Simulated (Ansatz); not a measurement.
Task: Name crystals whose computed values (HSE06 (plane waves, PAW; program Ansatz)) fall in these windows: gap (eV) 3.2 to 4.0; B₀ by P(V) fit (GPa) 55 to 67.

Result: 

```tsv
crystal	gap (eV)	B₀ by P(V) fit (GPa)
BaO, P6_3/mmc (Ba on 2d, O on 2c)	3.48	60.9
CaS, rock salt	3.41	60.1
```
Others may fit too.

Not the usual ambient phase: BaO, P6_3/mmc (Ba on 2d, O on 2c). All cells were relaxed under the symmetry of their starts (and spin orders); stability against distortions was not tested throughout. Scalar-relativistic: spin–orbit coupling is off unless named, which matters more the heavier the elements.

Potentials: the later of the program's two PAW sets.
